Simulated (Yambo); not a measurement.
Data:

```xyz
9
Lattice="0.0000 3.8123 3.8123 3.8123 0.0000 3.8123 3.8123 3.8123 0.0000" Properties=species:S:1:pos:R:3 pbc="T T T"
H      3.8123     3.8123     5.9003
H      3.8123     3.8123     1.7243
H      5.9003     3.8123     3.8123
H      1.7243     3.8123     3.8123
H      3.8123     5.9003     3.8123
H      3.8123     1.7243     3.8123
Sr     5.7184     5.7184     5.7184
Sr     1.9061     1.9061     1.9061
Os     0.0000     0.0000     0.0000
```

Workflow: PBEsol (pw.x of Quantum ESPRESSO, ONCV potentials, without SOC), then G0W0 in Yambo (4×4×4 Γ-centred k mesh, bands 5 to 159 and a 7 Ry block in the screening, 159 bands in G with the Bruneval-Gonze terminator, plasmon pole fitted at 27.2 eV).

Q: Give the PBEsol and G0W0 gaps between the band edges found on this mesh, and say where the edges lie.

A: Edges: Γ → X. PBEsol: 2.32 eV; G0W0: 3.63 eV. Nearest settings tried, and what they do to the gap: 123 bands in W, 123 bands in G: -7 meV; 6 Ry block (181 vectors against 283): -26 meV; 2×2×2 mesh: -41 meV. So the settings aren't converged at that level. Without spin-orbit coupling, band edges of such heavy elements can be off by tenths of an eV.

Geometry of the Materials Project entry, not relaxed at this level.

The structure is a Materials Project entry; no match was found in the copy of COD used, and its stability was not checked.
